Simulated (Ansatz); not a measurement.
HfGaCo: short molecular dynamics at 500 K

The calculation used DFT PBEsol, scalar-relativistic, plane waves, PAW in Ansatz. The runs took a 420 eV cutoff, a shifted (0.5, 0.0, 0.0 steps) 4×3×3 mesh and Fermi–Dirac smearing (0.05 eV). The mesh is coarse. Spin–orbit coupling is left out, which matters for the heavy elements here. No spin polarisation. A magnetic state may lie lower.

18 atoms, starting at 1.05 times the perfect crystal's volume (space group P-62m); Langevin thermostat at 500 K (friction 0.02 fs⁻¹), fixed cell; 31 steps of 3 fs. The run is short and not equilibrated. The crystal has no gap, and so coarse a mesh can leave errors of tens of meV/atom and of a GPa or more.

First frame:

```
CELL_PARAMETERS angstrom
0.00000 0.00000 -6.63732
6.95850 0.00000 0.00000
-3.47925 -6.02624 0.00000
ATOMIC_POSITIONS crystal
Hf 0.25000 0.00000 0.59899
Hf 0.75000 0.00000 0.59899
Hf 0.25000 0.59899 0.00000
Hf 0.75000 0.59899 0.00000
Hf 0.25000 0.40101 0.40101
Hf 0.75000 0.40101 0.40101
Ga 0.50000 0.00000 0.26388
Ga 0.00000 0.00000 0.26388
Ga 0.50000 0.26388 0.00000
Ga 0.00000 0.26388 0.00000
Ga 0.50000 0.73612 0.73612
Ga 0.00000 0.73612 0.73612
Co 0.50000 0.33333 0.66667
Co 0.00000 0.33333 0.66667
Co 0.50000 0.66667 0.33333
Co 0.00000 0.66667 0.33333
Co 0.25000 0.00000 0.00000
Co 0.75000 0.00000 0.00000
```

| Quantity | Value |
| --- | --- |
| Mean temperature over the second half | 360 K |
| Mean pressure over the second half (kinetic part included) | -5.5 GPa |
| Mean potential energy above the perfect crystal (relaxed, at volume ratio 1; besides heat the difference comes from the volume, 5 % larger; the free energy holds the electrons' entropy) | 63 meV/atom |
| Mean-square drift of Co from first to last step (mean shift of all atoms removed) | 0.00 Å² |
| Mean-square drift of Ga from first to last step (mean shift of all atoms removed) | 0.01 Å² |
| Mean-square drift of Hf from first to last step (mean shift of all atoms removed) | 0.02 Å² |

Pair distribution functions g(r), second half of the run, up to half the cell's height:

```
r (Å) Co-Ga Co-Hf Ga-Hf
 2.15    0.0    0.0    0.0
 2.25    0.1    0.0    0.0
 2.35    2.9    0.0    0.0
 2.45    6.9    0.0    0.0
 2.55    7.5    3.7    0.0
 2.65    4.9    9.0    0.5
 2.75    0.9    7.8    3.2
 2.85    0.0    2.6    7.0
 2.95    0.0    1.9    6.6
```

Along the run (potential energy from its first value; pressure with the kinetic part):

| t (fs) | T (K) | ΔE_pot (meV/atom) | P (GPa) |
| --- | --- | --- | --- |
| 0.0 | 472 | 0.0 | -7.0 |
| 3.0 | 496 | 0.5 | -7.0 |
| 6.0 | 443 | 1.9 | -7.0 |
| 9.0 | 450 | 4.1 | -6.9 |
| 12.0 | 397 | 6.9 | -6.9 |
| 15.0 | 396 | 10.2 | -6.8 |
| 18.0 | 409 | 13.8 | -6.6 |
| 21.0 | 390 | 17.9 | -6.5 |
| 24.0 | 352 | 22.0 | -6.4 |
| 27.0 | 278 | 25.9 | -6.3 |
| 30.0 | 278 | 29.3 | -6.2 |
| 33.0 | 310 | 32.3 | -6.1 |
| 36.0 | 353 | 35.4 | -5.9 |
| 39.0 | 375 | 38.7 | -5.8 |
| 42.0 | 393 | 41.6 | -5.7 |
| 45.0 | 348 | 44.0 | -5.6 |
| 48.0 | 368 | 46.0 | -5.5 |
| 51.0 | 353 | 47.3 | -5.5 |
| 54.0 | 333 | 48.2 | -5.5 |
| 57.0 | 338 | 48.9 | -5.4 |
| 60.0 | 339 | 49.3 | -5.4 |
| 63.0 | 300 | 49.8 | -5.4 |
| 66.0 | 312 | 50.1 | -5.4 |
| 69.0 | 317 | 49.6 | -5.4 |
| 72.0 | 314 | 48.3 | -5.4 |
| 75.0 | 342 | 46.8 | -5.5 |
| 78.0 | 352 | 45.0 | -5.5 |
| 81.0 | 367 | 42.8 | -5.6 |
| 84.0 | 408 | 40.4 | -5.6 |
| 87.0 | 443 | 38.1 | -5.7 |
| 90.0 | 448 | 36.6 | -5.8 |
| 93.0 | 434 | 36.4 | -5.8 |

Cost: 1 run of about 67 core-minutes (earlier runs that led there not counted), on Arm Neoverse V2 (shared hosts).